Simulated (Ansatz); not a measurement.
Ag:
Space group P6₃/mmc (No. 194); a = b = 2.8149 Å, c = 4.6735 Å, α = β = 90.00°, γ = 120.00°

```csv
atom,site,symmetry,x,y,z
Ag,2c,-6m2,0.3333,0.6667,0.2500
```

Relaxed with LDA.

### Question
Which orbitals make up the states near the Fermi level in plane-wave PAW LDA (Ansatz code)?

### Answer
Within 0.5 eV of the Fermi level: Ag 5s 52 %, Ag 4d 19 %, outside the projected shells 29 %. Projections are on Löwdin-orthogonalised atomic valence shells; empty p or d shells of many metals are not among them.

### Question
Tabulate the density of states.

### Answer
States/eV per cell of 2 atoms, in 0.25 eV bins, energy from the Fermi level.

```csv
E (eV),total,Ag 4d,Ag 5s,Ag 4p
-7.85,0.14,0.00,0.13,0.00
-7.60,0.18,0.00,0.17,0.00
-7.35,0.23,0.01,0.21,0.00
-7.10,0.31,0.03,0.26,0.00
-6.85,1.03,0.61,0.40,0.00
-6.60,3.91,3.09,0.79,0.01
-6.35,5.31,4.54,0.74,0.01
-6.10,4.66,4.19,0.45,0.01
-5.85,5.19,4.85,0.29,0.01
-5.60,4.41,4.17,0.20,0.01
-5.35,4.55,4.32,0.18,0.01
-5.10,5.04,4.82,0.18,0.01
-4.85,6.06,5.82,0.19,0.01
-4.60,6.08,5.80,0.21,0.01
-4.35,6.11,5.85,0.20,0.01
-4.10,4.37,4.16,0.15,0.00
-3.85,4.33,4.15,0.13,0.00
-3.60,4.06,3.92,0.10,0.00
-3.35,5.16,5.05,0.09,0.00
-3.10,7.47,7.34,0.11,0.00
-2.85,4.22,4.07,0.14,0.00
-2.60,0.47,0.30,0.16,0.00
-2.35,0.45,0.26,0.18,0.00
-2.10,0.44,0.22,0.20,0.00
-1.85,0.44,0.20,0.22,0.00
-1.60,0.45,0.18,0.24,0.00
-1.35,0.45,0.16,0.25,0.00
-1.10,0.46,0.15,0.26,0.00
-0.85,0.48,0.13,0.27,0.00
-0.60,0.50,0.12,0.28,0.00
-0.35,0.52,0.11,0.28,0.00
-0.10,0.57,0.11,0.30,0.00
0.15,0.56,0.09,0.28,0.00
0.40,0.52,0.08,0.25,0.00
0.65,0.50,0.07,0.24,0.00
0.90,0.50,0.06,0.23,0.00
1.15,0.48,0.06,0.21,0.00
1.40,0.48,0.05,0.20,0.00
1.65,0.50,0.05,0.20,0.00
1.90,0.53,0.05,0.22,0.00
2.15,0.50,0.04,0.19,0.00
2.40,0.50,0.04,0.18,0.00
2.65,0.45,0.03,0.15,0.00
2.90,0.43,0.03,0.14,0.00
3.15,0.40,0.02,0.12,0.00
3.40,0.36,0.02,0.10,0.00
3.65,0.36,0.02,0.11,0.00
3.90,0.41,0.02,0.15,0.00
4.15,0.33,0.02,0.13,0.00
4.40,0.28,0.01,0.11,0.00
4.65,0.24,0.01,0.09,0.00
```

Space group P6_3/mmc (hcp (Mg type)). The workflow started from a Materials Project entry (that database holds measured and hypothetical structures alike); the Crystallography Open Database files this formula in space group No. 194, but the cells were not matched. It is not the phase usual at ambient conditions (space group No. 225). The cell was relaxed with LDA under the symmetry of its start; whether a distortion lowers the energy is not shown. No spin polarisation was allowed. Axis ratios of metals converge slowly with the k-mesh, so a and c are less sure than the volume. Scalar-relativistic: spin–orbit coupling is off unless named, which matters more the heavier the elements.

Potentials: the earlier of the program's two PAW sets. The files were generated under PBE; for other functionals the program regenerates the frozen cores, and for LDA and PBEsol the local potential too.
